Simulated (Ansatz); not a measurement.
Relaxed-ion elastic tensor of LiF (CsCl type, Pm-3m) in GPa (Voigt order), LDA in the plane-wave PAW code Ansatz; density 2.87 g/cm³, 7.50 Å³ per atom.

```
       1      2      3      4      5      6
-  -----  -----  -----  -----  -----  -----
1    308  -23.4  -23.4    0.0    0.0    0.0
2  -23.4    308  -23.4    0.0    0.0    0.0
3  -23.4  -23.4    308    0.0    0.0    0.0
4    0.0    0.0    0.0  -30.0    0.0    0.0
5    0.0    0.0    0.0    0.0  -30.0    0.0
6    0.0    0.0    0.0    0.0    0.0  -30.0
```

Q: Is the crystal mechanically stable?

A: No: the smallest eigenvalue of C is -30.0 GPa.

The workflow started from a Materials Project entry (that database holds measured and hypothetical structures alike); the Crystallography Open Database copy checked does not list it. It is not the phase usual at ambient conditions (space group No. 225). The cell was relaxed with LDA under the symmetry of its start. At this level the phase is dynamically unstable (imaginary phonons).

Potentials: the later of the program's two PAW sets.
